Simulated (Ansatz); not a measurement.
HfO₂ (fluorite, Fm-3m) at seven volumes, DFT-PBE in the program Ansatz with PAW potentials, scaled uniformly. One row is withheld.

```
V (Å³/atom)  P (GPa)
-----------  -------
10.048         28.31
10.379             ?
10.711          8.00
11.042          0.01
11.373         -6.82
11.704        -12.68
12.036        -17.67
```

### Question
Fit the shown pressures and predict the withheld one.

### Answer
P = (3/2)B₀(x^(7/2) − x^(5/2))[1 + (3/4)(B′ − 4)(x − 1)] with x = (V₀/V)^(2/3). Least squares on the six rows gives V₀ = 11.042 Å³/atom, B₀ = 246 GPa, B′ = 4.21. At V = 10.379, x = 1.0421 and P = 17.36 GPa. The run itself gave 17.35 GPa.

This is a known high-temperature phase of the composition, computed here at zero pressure and temperature. Symmetry was held in the PBE relaxation; its stability against distortions is not shown here. The run is not spin-polarised. Scalar-relativistic: spin–orbit coupling is off unless named, which matters more the heavier the elements.

Potentials: the earlier of the program's two PAW sets.
